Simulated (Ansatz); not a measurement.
**Ti₅AlN₆: rattling a relaxed structure**

The structure comes from a generated guess, relaxed at this level; another structure or a mixture of phases may lie lower.

The calculation used DFT PBE, scalar-relativistic, plane waves, PAW in Ansatz 0.2.0. Cutoff 420 eV; k points 12×12×4 on the computed 12-atom cell (Γ-centred); Gaussian smearing, width 0.10 eV; no spin polarisation.

The cell below (12 atoms, space group P4/mmm (No. 123)) is relaxed within its symmetry.

```
Ti Al N
1.0
     2.98051    0.00000    0.00000
     0.00000    2.98051    0.00000
     0.00000    0.00000   12.73424
Ti Al N
5 1 6
Direct
  0.50000 0.50000 0.17020
  0.00000 0.00000 0.33169
  0.50000 0.50000 0.50000
  0.00000 0.00000 0.66831
  0.50000 0.50000 0.82980
  0.00000 0.00000 0.00000
  0.00000 0.00000 0.15986
  0.50000 0.50000 0.33418
  0.00000 0.00000 0.50000
  0.50000 0.50000 0.66582
  0.00000 0.00000 0.84014
  0.50000 0.50000 0.00000
```

For the test it was strained at random (σ = 1.5 % a component), the atoms were moved at random (σ = 0.15 Å), and all was relaxed again on a coarse 8×8×2 mesh (in the run’s order of axes) with 0.20 eV smearing, with no symmetry imposed.

Problem. What happens?

Solution. It returns, within 1 meV/atom of the unmoved cell on that mesh and with the same symmetry when read at 0.1 Å. So it is stable against the distortions that fit this cell and that this random move excites. Modes that don't fit the cell aren't tested.
